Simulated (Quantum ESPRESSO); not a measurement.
## Ru6Au2 (input and log of a self-consistent run)

A calculation, not a measurement. The program is pw.x of Quantum ESPRESSO 7.5 (plane-wave density functional theory). The cell is made up: eight metal atoms on a hexagonal close-packed lattice, with elements, volume, strain and displacements drawn at random and not relaxed, so it may be unstable or far from any real phase. PseudoDojo standard norm-conserving files set the functional (PBE unless stated); there is no spin polarisation or spin-orbit coupling, the Fermi-Dirac width of 0.25 eV means electrons at about 2900 K, and the masses in the input are unused placeholders. Heavy elements are run without spin-orbit coupling, which real alloys of them have. A spin test at this wide smearing found no moment, but such smearing suppresses magnetism that the real alloy may have.

Input:

```
&control calculation='scf', pseudo_dir='./dojo.nc.sr.pbe.v0_5.standard.upf', outdir='./o', disk_io='minimal', tprnfor=.true., tstress=.true. /
&system ibrav=0, nat=8, ntyp=2, nbnd=83, ecutwfc=84.00895049, nosym=.true., tot_charge=0,
 occupations='smearing', smearing='fd', degauss=0.0183746611
/
&electrons conv_thr=1.470e-08, electron_maxstep=70, mixing_beta=0.5 /
ATOMIC_SPECIES
Au 1.0 Au.upf
Ru 1.0 Ru.upf
CELL_PARAMETERS angstrom
2.8281 0.0 0.0
1.4141 -2.4492 -4.5488
1.4141 7.3477 -4.5488
ATOMIC_POSITIONS angstrom
Ru -0.0119 -0.1431 -0.0384
Ru 1.2734 2.4667 -4.4492
Ru 1.2362 -0.888 -2.2369
Au 2.7313 1.6428 -6.9163
Au 2.842 4.9238 -4.5555
Ru 2.8419 -0.0682 -4.5234
Ru 2.9182 1.646 -2.1378
Ru 4.306 3.9954 -6.7316
K_POINTS automatic
9 5 3 1 1 1
```

The log is shortened where brackets say so; the opening notice, blank lines, dates and the lines on written files are dropped, and the path of the files is cut. It prints rydbergs, bohrs and kilobars, and counts compression as positive stress. Its total energy is the free energy E - TS of the whole cell.

```
     Program PWSCF v.7.5
     Parallel version (MPI & OpenMP), running on       4 processor cores
     Number of MPI processes:                 4
     Threads/MPI process:                     1
     [start-up lines left out]
     bravais-lattice index     =            0
     lattice parameter (alat)  =       5.3443  a.u.
     unit-cell volume          =     850.5050 (a.u.)^3
     number of atoms/cell      =            8
     number of atomic types    =            2
     number of electrons       =       134.00
     number of Kohn-Sham states=           83
     kinetic-energy cutoff     =      84.0090  Ry
     charge density cutoff     =     336.0358  Ry
     scf convergence threshold =      1.5E-08
     mixing beta               =       0.5000
     number of iterations used =            8  plain     mixing
     Exchange-correlation= PBE
                           (   1   4   3   4   0   0   0)
     [axes and pseudopotential details left out]
   Cartesian axes
     site n.     atom                  positions (alat units)
         1        Ru     tau(   1) = (  -0.0042078  -0.0505993  -0.0135780  )
         2        Ru     tau(   2) = (   0.4502670   0.8722110  -1.5732117  )
         3        Ru     tau(   3) = (   0.4371133  -0.3139917  -0.7909551  )
         4        Au     tau(   4) = (   0.9657721   0.5808847  -2.4455642  )
         5        Au     tau(   5) = (   1.0049150   1.7410275  -1.6107988  )
         6        Ru     tau(   6) = (   1.0048796  -0.0241151  -1.5994484  )
         7        Ru     tau(   7) = (   1.0318588   0.5820162  -0.7559139  )
         8        Ru     tau(   8) = (   1.5225770   1.4127506  -2.3802553  )
     number of k points=    68  Fermi-Dirac smearing, width (Ry)=  0.0184
                       cart. coord. in units 2pi/alat
        k(    1) = (   0.0555556   0.0192449  -0.0552637), wk =   0.0296296
        k(    2) = (   0.0555556  -0.1732038   0.0483560), wk =   0.0296296
     [further k points left out]
     Dense  grid:    88553 G-vectors     FFT dimensions: (  32,  60, 100)
     Estimated max dynamical RAM per process >     394.46 MB
     Estimated total dynamical RAM >       1.48 GB
     Initial potential from superposition of free atoms
     starting charge     133.9951, renormalised to     134.0000
     Starting wfcs are   80 randomized atomic wfcs +    3 random wfcs
     total cpu time spent up to now is       13.1 secs
     per-process dynamical memory:   328.6 Mb
     Self-consistent Calculation
     iteration #  1     ecut=    84.01 Ry     beta= 0.50
     Davidson diagonalization with overlap
     ethr =  1.00E-02,  avg # of iterations =  3.0
     total cpu time spent up to now is       49.0 secs
     total energy              =   -1804.47052353 Ry
     estimated scf accuracy    <       2.26395241 Ry
     iteration #  2     ecut=    84.01 Ry     beta= 0.50
     Davidson diagonalization with overlap
     ethr =  1.69E-03,  avg # of iterations =  4.3
     total cpu time spent up to now is       89.9 secs
     total energy              =   -1802.26478360 Ry
     estimated scf accuracy    <      58.33345236 Ry
     iteration #  3     ecut=    84.01 Ry     beta= 0.50
     Davidson diagonalization with overlap
     ethr =  1.69E-03,  avg # of iterations =  3.4
     total cpu time spent up to now is      125.6 secs
     total energy              =   -1804.86545279 Ry
     estimated scf accuracy    <       9.15781422 Ry
     iteration #  4     ecut=    84.01 Ry     beta= 0.50
     Davidson diagonalization with overlap
     ethr =  1.69E-03,  avg # of iterations =  2.0
     total cpu time spent up to now is      154.6 secs
     total energy              =   -1805.29100783 Ry
     estimated scf accuracy    <       3.84487637 Ry
     iteration #  5     ecut=    84.01 Ry     beta= 0.50
     Davidson diagonalization with overlap
     ethr =  1.69E-03,  avg # of iterations =  1.2
     total cpu time spent up to now is      180.1 secs
     total energy              =   -1805.29610928 Ry
     estimated scf accuracy    <       8.54743881 Ry
     [iterations 6 to 16 left out]
     iteration # 17     ecut=    84.01 Ry     beta= 0.50
     Davidson diagonalization with overlap
     ethr =  2.79E-09,  avg # of iterations =  1.0
     total cpu time spent up to now is      530.0 secs
     total energy              =   -1805.57427309 Ry
     estimated scf accuracy    <       0.00000022 Ry
     iteration # 18     ecut=    84.01 Ry     beta= 0.50
     Davidson diagonalization with overlap
     ethr =  1.64E-10,  avg # of iterations =  1.0
     total cpu time spent up to now is      556.1 secs
     total energy              =   -1805.57427309 Ry
     estimated scf accuracy    <       0.00000021 Ry
     iteration # 19     ecut=    84.01 Ry     beta= 0.50
     Davidson diagonalization with overlap
     ethr =  1.59E-10,  avg # of iterations =  1.0
     total cpu time spent up to now is      582.2 secs
     total energy              =   -1805.57427309 Ry
     estimated scf accuracy    <       0.00000028 Ry
     iteration # 20     ecut=    84.01 Ry     beta= 0.50
     Davidson diagonalization with overlap
     ethr =  1.59E-10,  avg # of iterations =  1.0
     total cpu time spent up to now is      610.9 secs
     total energy              =   -1805.57427310 Ry
     estimated scf accuracy    <       0.00000005 Ry
     iteration # 21     ecut=    84.01 Ry     beta= 0.50
     Davidson diagonalization with overlap
     ethr =  3.71E-11,  avg # of iterations =  1.0
     total cpu time spent up to now is      637.8 secs
     End of self-consistent calculation
     [lines on levels left out]
!    total energy              =   -1805.57427310 Ry
     estimated scf accuracy    <       0.00000001 Ry
     smearing contrib. (-TS)   =      -0.15623373 Ry
     internal energy E=F+TS    =   -1805.41803937 Ry
     The total energy is F=E-TS. E is the sum of the following terms:
     one-electron contribution =    -440.13800970 Ry
     hartree contribution      =     304.34028111 Ry
     xc contribution           =    -308.43381555 Ry
     ewald contribution        =   -1361.18649523 Ry
     convergence has been achieved in  21 iterations
     Forces acting on atoms (cartesian axes, Ry/au):
     atom    1 type  2   force =    -0.00476163    0.08385037    0.01691039
     atom    2 type  2   force =     0.02452339   -0.08209392   -0.02022335
     atom    3 type  2   force =     0.03036385    0.01320480   -0.03866083
     atom    4 type  1   force =     0.02290836   -0.02214767    0.09298490
     atom    5 type  1   force =    -0.01079640   -0.01557322   -0.02706952
     atom    6 type  2   force =    -0.00302253    0.00977395    0.02549549
     atom    7 type  2   force =    -0.03129713   -0.05032483   -0.01558284
     atom    8 type  2   force =    -0.02791791    0.06331051   -0.03385424
     Total force =     0.197173     Total SCF correction =     0.000706
     Computing stress (Cartesian axis) and pressure
          total   stress  (Ry/bohr**3)                   (kbar)     P=      -92.89
  -0.00063391  -0.00000733  -0.00000049          -93.25       -1.08       -0.07
  -0.00000733  -0.00056596   0.00005972           -1.08      -83.26        8.78
  -0.00000049   0.00005972  -0.00069440           -0.07        8.78     -102.15
     init_run     :     10.03s CPU     10.41s WALL (       1 calls)
     electrons    :    611.13s CPU    624.62s WALL (       1 calls)
     forces       :      4.03s CPU      4.05s WALL (       1 calls)
     stress       :     14.28s CPU     14.38s WALL (       1 calls)
     [timing details left out]
     PWSCF        :  10m42.22s CPU  10m56.34s WALL
     JOB DONE.
```

In other units: free energy -24566.089 eV for the cell, pressure -9.29 GPa, largest force component 2.391 eV/Å in size. The run took 658 s of wall time with four MPI processes on a shared machine (Intel Xeon, older, virtual cores), so the time is rough. A rerun of this cell at a higher cutoff and on a denser mesh moved values by no more than 0.007 eV in energy, 0.17 GPa in stress and 0.010 eV/Å in force, and a second program with other atomic files agreed on that cell to 2 % rms in force and 0.5 GPa in pressure.